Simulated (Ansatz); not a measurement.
Level of theory: DFT PBE, scalar-relativistic, plane waves, PAW (Ansatz 0.2.0). Settings: cutoff 420 eV, Γ-centred meshes spaced at most about 0.3 Å⁻¹, and about 0.25 Å⁻¹ or finer for metals (2π included), Gaussian smearing. No spin polarisation in the final relaxations.

Temperature and zero-point effects are left out. Lower structures may exist.

**Question.** Order these relaxed structures of Ti₂B by energy, lowest first, with the energy over the lowest of them.
1.

```cif
data_structure
_symmetry_space_group_name_H-M 'I4/mcm'
_symmetry_Int_Tables_number 140
_cell_length_a 5.6527
_cell_length_b 5.6527
_cell_length_c 4.7688
_cell_angle_alpha 90.000
_cell_angle_beta 90.000
_cell_angle_gamma 90.000
_cell_volume 152.38
loop_
_atom_site_label
_atom_site_type_symbol
_atom_site_symmetry_multiplicity
_atom_site_Wyckoff_symbol
_atom_site_fract_x
_atom_site_fract_y
_atom_site_fract_z
_atom_site_occupancy
Ti1 Ti 8 h 0.16601 0.66601 0.00000 1
B1 B 4 a 0.00000 0.00000 0.75000 1
```

2.

```cif
data_structure
_symmetry_space_group_name_H-M 'R-3m:H'
_symmetry_Int_Tables_number 166
_cell_length_a 3.1531
_cell_length_b 3.1531
_cell_length_c 15.9047
_cell_angle_alpha 90.000
_cell_angle_beta 90.000
_cell_angle_gamma 120.000
_cell_volume 136.94
loop_
_atom_site_label
_atom_site_type_symbol
_atom_site_symmetry_multiplicity
_atom_site_Wyckoff_symbol
_atom_site_fract_x
_atom_site_fract_y
_atom_site_fract_z
_atom_site_occupancy
Ti1 Ti 6 c 0.33333 0.66667 0.75831 1
B1 B 3 b 0.66667 0.33333 0.83333 1
```

3.

```cif
data_structure
_symmetry_space_group_name_H-M 'Cmmm'
_symmetry_Int_Tables_number 65
_cell_length_a 5.9383
_cell_length_b 6.9167
_cell_length_c 4.2366
_cell_angle_alpha 90.000
_cell_angle_beta 90.000
_cell_angle_gamma 90.000
_cell_volume 174.01
loop_
_atom_site_label
_atom_site_type_symbol
_atom_site_symmetry_multiplicity
_atom_site_Wyckoff_symbol
_atom_site_fract_x
_atom_site_fract_y
_atom_site_fract_z
_atom_site_occupancy
Ti1 Ti 4 e 0.25000 0.25000 0.00000 1
Ti2 Ti 4 j 0.50000 0.82160 0.50000 1
B1 B 2 d 0.00000 0.00000 0.50000 1
B2 B 2 b 0.50000 0.00000 0.00000 1
```

4.

```cif
data_structure
_symmetry_space_group_name_H-M 'P6/mmm'
_symmetry_Int_Tables_number 191
_cell_length_a 5.5750
_cell_length_b 5.5750
_cell_length_c 3.1552
_cell_angle_alpha 90.000
_cell_angle_beta 90.000
_cell_angle_gamma 120.000
_cell_volume 84.93
loop_
_atom_site_label
_atom_site_type_symbol
_atom_site_symmetry_multiplicity
_atom_site_Wyckoff_symbol
_atom_site_fract_x
_atom_site_fract_y
_atom_site_fract_z
_atom_site_occupancy
Ti1 Ti 3 f 0.50000 0.00000 0.00000 1
Ti2 Ti 1 b 0.00000 0.00000 0.50000 1
B1 B 2 d 0.33333 0.66667 0.50000 1
```

**Answer.** 1 (0 meV/atom), 4 (216 meV/atom), 2 (253 meV/atom), 3 (780 meV/atom). Forms: 1 I4/mcm; 4 P6/mmm; 2 R-3m; 3 Cmmm. Counting B atoms around Ti (those within 1.25 times the shortest such distance or 1.15 times the sum of covalent radii; a plus sign parts nearer from farther groups; the shortest distance is added where it exceeds 1.18 times the sum of covalent radii; a slash parts the counts of unlike sites): cell 1 has Ti 4; cell 4 has Ti 4/6 from 3.2 Å; cell 2 has Ti 3; cell 3 has Ti 2/1+2.

The I4/mcm cell at 12.7 Å³/atom was relaxed from a Materials Project cell. Cells relaxed within their symmetry can be saddle points. Some types were kept out of the candidates beforehand, so the set may lack a known form.
